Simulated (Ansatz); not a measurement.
SiC (zinc blende)

```
SiC
1.0
    0.00000     2.17839     2.17839
    2.17839     0.00000     2.17839
    2.17839     2.17839     0.00000
C Si
1 1
Direct
  0.75000   0.75000   0.75000
  0.00000   0.00000   0.00000
```

Scan: atom 2 (Si, nearest neighbour C at 1.887 Å; its periodic images, 3.1 Å or more away, move with it) is displaced along Cartesian [111], direction (0.577, 0.577, 0.577) in Cartesian axes, by s. The other atoms stay.

These are PBEsol (plane waves to 420 eV, PAW, scalar-relativistic; Ansatz, a first-principles code) values and carry that method's errors. k mesh 10×10×10 (Γ-centred), Fermi-Dirac smearing 0.05 eV. Energies are smeared free energies. Left out: 1 of 11 points, with atoms too close for the PAW data. As the smearing reaches across the gap at some points, energies and forces of such displacements shift with the k mesh and the smearing. SiC was relaxed with its symmetry unable to fall. The zero of ΔE is the undisplaced structure. The last digit holds for this mesh only.

```tsv
s (Å)	ΔE (meV/cell)
-0.456	3791.6
-0.342	1795.2
-0.228	679.6
-0.114	145.4
0.000	0.0
0.114	105.7
0.228	356.2
0.342	666.4
0.456	974.0
0.570	1235.1
```

**Question.** What force constant k = d²E/ds² at s = 0 does the table give?

**Answer.** 19 eV/Å². It is the second difference of the nearest points, corrected with the next pair.

**Question.** With k = 19.10 eV/Å² from the forces, is the well harmonic out to s = 0.570 Å?

**Answer.** ½ks² = 3104 meV/cell against the computed 1235 meV/cell, so the well is softer than harmonic there.

(For displaced atoms, the force is minus the slope of the energy, and its curvature is a force constant, which sets phonon frequencies.)
